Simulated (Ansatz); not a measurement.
C:
```cif
data_C8
_chemical_formula_sum 'C8'
_space_group_name_H-M_alt 'Fmmm'
_space_group_IT_number 69
_space_group_name_Hall '-F 2 2'
_cell_length_a 2.45629
_cell_length_b 4.25257
_cell_length_c 7.15252
_cell_angle_alpha 90.000
_cell_angle_beta 90.000
_cell_angle_gamma 90.000
loop_
_space_group_symop_operation_xyz
  'x, y, z'
  '-x, -y, -z'
  '-x, -y, z'
  'x, y, -z'
  'x, -y, -z'
  '-x, y, z'
  '-x, y, -z'
  'x, -y, z'
  'x, y+1/2, z+1/2'
  '-x, -y+1/2, -z+1/2'
  '-x, -y+1/2, z+1/2'
  'x, y+1/2, -z+1/2'
  'x, -y+1/2, -z+1/2'
  '-x, y+1/2, z+1/2'
  '-x, y+1/2, -z+1/2'
  'x, -y+1/2, z+1/2'
  'x+1/2, y, z+1/2'
  '-x+1/2, -y, -z+1/2'
  '-x+1/2, -y, z+1/2'
  'x+1/2, y, -z+1/2'
  'x+1/2, -y, -z+1/2'
  '-x+1/2, y, z+1/2'
  '-x+1/2, y, -z+1/2'
  'x+1/2, -y, z+1/2'
  'x+1/2, y+1/2, z'
  '-x+1/2, -y+1/2, -z'
  '-x+1/2, -y+1/2, z'
  'x+1/2, y+1/2, -z'
  'x+1/2, -y+1/2, -z'
  '-x+1/2, y+1/2, z'
  '-x+1/2, y+1/2, -z'
  'x+1/2, -y+1/2, z'
loop_
_atom_site_label
_atom_site_type_symbol
_atom_site_symmetry_multiplicity
_atom_site_Wyckoff_symbol
_atom_site_fract_x
_atom_site_fract_y
_atom_site_fract_z
_atom_site_occupancy
C1 C 8 h 0.00000 0.16666 0.00000 1
```
(The calculation used a cell of 2 atoms; values per cell refer to that cell.)

Relaxed at zero pressure with r²SCAN in the plane-wave PAW code Ansatz.

The volume is lowered by 6 % and shape and atoms relax at that volume. What pressure results, and how do the axes share the change?

1.7 GPa; a -0.2 %, b -0.1 %, c -5.7 %; the energy rises by 3 meV/atom.

Give the new structure.


Space group Fmmm (No. 69); a = 2.452 Å, b = 4.247 Å, c = 6.744 Å, α = 90.00°, β = 90.00°, γ = 90.00°

```tsv
atom	site	symmetry	x	y	z
C	8h	m2m	0.0000	0.1667	0.0000
```

The phase is kept; no other phase was compared at this pressure.

The workflow started from an entry of the Crystallography Open Database (COD), which files this formula under 8 space groups. It is not the phase usual at ambient conditions (space group No. 194, 227). The cell keeps a stress of up to 0.2 GPa. Symmetry was held in the r²SCAN relaxation; whether a distortion lowers the energy is not shown. A crystal of weakly bound layers computed without a dispersion correction: the cell and the soft elastic constants depend strongly on that.

Potentials: the later of the program's two PAW sets.
